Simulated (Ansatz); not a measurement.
MgTe:
```xyz
2
Lattice="0.0000 3.2195 3.2195 3.2195 0.0000 3.2195 3.2195 3.2195 0.0000" Properties=species:S:1:pos:R:3 pbc="T T T"
Mg     0.0000     0.0000     0.0000
Te     1.6097     1.6097     1.6097
```

x, y and z are the axes in which the lattice vectors are written.

Question: Give the high-frequency dielectric tensor and the Born effective charge tensors of the independent atoms from DFPT, plane-wave PAW PBEsol (Ansatz code).

Answer: 
ε∞:
```
5.61  0.00  0.00
0.00  5.61  0.00
0.00  0.00  5.61
```
Z* of atom 1 (Mg), rows: field, columns: displacement, in e:
```
1.91  0.00  0.00
0.00  1.91  0.00
0.00  0.00  1.91
```
Z* of atom 2 (Te), rows: field, columns: displacement, in e:
```
-1.91   0.00   0.00
 0.00  -1.91   0.00
 0.00   0.00  -1.91
```

Static charges for comparison (Bader): Mg1 +1.53, Te2 -1.53 e. Born charges measure polarisation by displacement and can exceed these by far.

Space group F-43m (zinc blende). The cell was relaxed with PBEsol under the symmetry of its start. Scalar-relativistic: spin–orbit coupling is off unless named, which matters more the heavier the elements.

Potentials: the later of the program's two PAW sets.
